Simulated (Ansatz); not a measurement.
## Co: field gradients at two levels of theory

Cell: a COD entry, whose atoms a relaxation with PBE at fixed cell left in place.

```cif
data_structure
_symmetry_space_group_name_H-M 'P 1'
_symmetry_Int_Tables_number 1
_cell_length_a 2.5074
_cell_length_b 2.5074
_cell_length_c 4.0699
_cell_angle_alpha 90.000
_cell_angle_beta 90.000
_cell_angle_gamma 120.000
_cell_volume 22.16
loop_
_atom_site_label
_atom_site_type_symbol
_atom_site_fract_x
_atom_site_fract_y
_atom_site_fract_z
_atom_site_occupancy
Co1 Co 0.33333 0.66667 0.25000 1
Co2 Co 0.66667 0.33333 0.75000 1
```

Atoms are numbered from 1 in the order listed; like atoms form one site, named after its first atom.

First run. All values are calculated (Ansatz; DFT, PBE, plane waves and PAW, scalar-relativistic, collinear spin, 420 eV cutoff, Γ-centred 15×15×8 k-points, Fermi–Dirac smearing 0.05 eV), not measured. Start moments as typed (μB): 2 on each Co.

| site | atom | V_zz (10²¹ V/m²) | η | m (μB) |
| --- | --- | --- | --- | --- |
| Co | 1 | -0.23 | 0.00 | 1.72 |

Second run. The same atoms and settings, except that the functional is r2SCAN and the cutoff is 500 eV.

Task: Given the first result, estimate the second.

Result: 

```tsv
site	atom	V_zz	η	change of V_zz	m (μB)
Co	1	-0.10	0.00	+0.13	1.92
```

The largest change of V_zz is on Co, from -0.23 to -0.10. The absolute magnetisation of the cell goes from 3.6 to 4.2 μB.

The run finds no gap above 0.1 eV (a metal, or nearly one), so the gradients can move by 10 % or more with the k-mesh. With these PAW files V_zz is typically within 2 to 3 % of all-electron values, but misses above 10 % occur on Co.
For the second run: At this cell the r2SCAN pressure is -9 GPa, so with r2SCAN the cell would shrink if it were relaxed. The entry's cell may itself be off. The program didn't check the stability of this electronic state in full, so a lower one may lie near.
